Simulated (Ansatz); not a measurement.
# What DFT gives for KLaPdO₃

```
La Pd K O
1.0
     0.00000    3.99846    0.00000
     6.73596   -1.99923    0.00000
     2.01419    0.00000   -7.19271
La Pd K O
2 2 2 6
Cartesian
  3.8719 1.9992 -6.5977
  4.8783 0.0000 -0.5950
  0.5359 0.0000 -1.6213
  8.2142 1.9992 -5.5714
  5.9538 0.0000 -4.0653
  2.7963 1.9992 -3.1274
  6.2470 1.9992 -6.2159
  2.5031 0.0000 -0.9768
  8.2618 0.0000 -5.7326
  0.4884 1.9992 -1.4601
  3.4720 0.0000 -5.1342
  5.2782 1.9992 -2.0586
```

Method: r2SCAN, no spin polarisation; PAW, plane waves to 500 eV, 6×6×3 Γ-centred mesh, fermi-dirac occupations (width 0.1 eV) (Ansatz 0.2.0), atoms fixed.

**Formation energy.** -2.18 eV an atom against the elements' usual phases (free molecules for gases, crystals otherwise, with no correction for O₂ or N₂), so it is bound against them; other compounds may still compete. Relaxing would lower it.
**Band edges.** Within 0.7 eV of the edges, the states project mainly on Pd d (47 %) and O p (47 %) below the gap and on Pd d (54 %) and O p (29 %) above it.
**Contacts.** Pd–O at 2.01 Å: least valence density 0.72 e/Å³ and ELF 0.19 there. La–O at 2.41 Å: least valence density 0.40 e/Å³ and ELF 0.16 there. K–O at 2.70 Å: least valence density 0.12 e/Å³ and ELF 0.03 there, a closed-shell (ionic or weak) contact. These are pseudo-fields; inside the PAW spheres they differ from the all-electron ones.
**Forces.** The largest is on O9 (and as large on other atoms): 0.26 eV/Å, components (0.04, 0.00, -0.26). It makes 95° with the line to a nearest neighbour, Pd4 at 2.01 Å.
**Charges.** Bader charges in e: K +0.82, La +2.09, Pd +0.76, O -1.27 to -1.16. In the mean La gives up most and O takes most.
**Stress.** The pressure is -0.9 GPa (compression positive), so with the atoms held at these fractions the cell would first shrink.
**Electronic structure.** The gap is 0.62 eV, indirect (the least direct gap found is 1.12 eV). A semilocal functional usually gives too small a gap.

Origin: a database entry at a rescaled volume. Caveats: f levels without a U or exact exchange are poorly placed.
